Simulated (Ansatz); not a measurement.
GaCuSe2 (chalcopyrite, I-42d), LDA (plane waves, PAW; program Ansatz), all energies at zero smearing, with the estimated change up to a 700 eV cutoff added, with one set of potentials and settings (totals compare only within such a set). Cell of 8 atoms (2 Cu, 2 Ga, 4 Se): -42062.085 eV.

```tsv
element	reference phase	E (eV/atom)
Cu	Fm-3m, 1 atoms in the cell	-6555.7242
Ga	Cmce, 4 atoms in the cell	-3706.9815
Se	P3_121, 3 atoms in the cell	-5383.2604
```

Formation energy per atom, worked out: (-42062.085 − 2×(-6555.7242) − 2×(-3706.9815) − 4×(-5383.2604))/8 = -0.454 eV/atom (-44 kJ per mol of atoms), at 0 K, without zero-point energy or fitted corrections.

The cell was relaxed with LDA under the symmetry of its start. No spin polarisation was allowed. The references are the lowest solids computed at this level, not always the standard phases.

Potentials: the later of the program's two PAW sets.
